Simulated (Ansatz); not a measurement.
SiO2 (alpha-cristobalite type, space group P4_12_12)

```yaml
crystal:
  lattice:
    - [5.08278, 0.00000, 0.00000]
    - [0.00000, 5.08278, 0.00000]
    - [0.00000, 0.00000, 7.09805]
  atoms:
    - { symbol: Si, position: [0.29405, 0.29405, 0.00000] }
    - { symbol: Si, position: [0.79405, 0.20595, 0.75000] }
    - { symbol: Si, position: [0.20595, 0.79405, 0.25000] }
    - { symbol: Si, position: [0.70595, 0.70595, 0.50000] }
    - { symbol: O, position: [0.24110, 0.09387, 0.17444] }
    - { symbol: O, position: [0.74110, 0.40613, 0.57556] }
    - { symbol: O, position: [0.25890, 0.59387, 0.07556] }
    - { symbol: O, position: [0.75890, 0.90613, 0.67444] }
    - { symbol: O, position: [0.90613, 0.75890, 0.32556] }
    - { symbol: O, position: [0.40613, 0.74110, 0.42444] }
    - { symbol: O, position: [0.59387, 0.25890, 0.92444] }
    - { symbol: O, position: [0.09387, 0.24110, 0.82556] }
```

The atoms are displaced by Q × the pattern below (from a DFPT mode at Γ, largest move 1; Q in Å), at fixed cell.

| atom | x | y | z |
|---|---|---|---|
| Si1 | 0.229 | -0.229 | -0.946 |
| Si2 | 0.229 | 0.229 | 0.946 |
| Si3 | -0.229 | -0.229 | 0.946 |
| Si4 | -0.229 | 0.229 | -0.946 |
| O5 | -0.027 | 0.187 | 0.208 |
| O6 | -0.027 | -0.187 | -0.208 |
| O7 | 0.027 | 0.187 | -0.208 |
| O8 | 0.027 | -0.187 | 0.208 |
| O9 | 0.187 | -0.027 | 0.208 |
| O10 | 0.187 | 0.027 | -0.208 |
| O11 | -0.187 | -0.027 | -0.208 |
| O12 | -0.187 | 0.027 | 0.208 |

Level of theory: PBE (plane waves to 420 eV, PAW, scalar-relativistic; Ansatz, an electronic-structure program). k mesh 5×5×4 (Γ-centred), Fermi-Dirac smearing 0.05 eV. E stands for the smeared free energy. SiO2 was relaxed with its symmetry unable to fall. The PAW data are Ansatz's earlier set. ΔE is measured from the undisplaced structure.

```tsv
Q (Å)	ΔE (meV/cell)
-0.2800	9599
-0.2333	6733
-0.1867	withheld
-0.1400	2459
-0.0933	1098
-0.0467	275
0.0000	0
0.0467	275
0.0933	1098
0.1400	2459
0.1867	withheld
0.2333	6733
0.2800	9599
```

Q: Fit an even polynomial form (powers 2, 4) to the given rows and predict ΔE at Q = -0.1867.

A: Least squares on the 11 given rows: ΔE = (126500)·Q² + (-52170)·Q⁴, in meV/cell with Q in Å; root-mean-square residual 1.4 meV/cell. At -0.1867 the fit gives 4346 meV/cell; the calculation gives 4345 meV/cell, so the interpolation is off by 1 (+0.0 %). The quadratic term alone would give 4409 meV/cell.

(For displaced atoms, the force is minus the slope of the energy, and its curvature is a force constant, which sets phonon frequencies.)
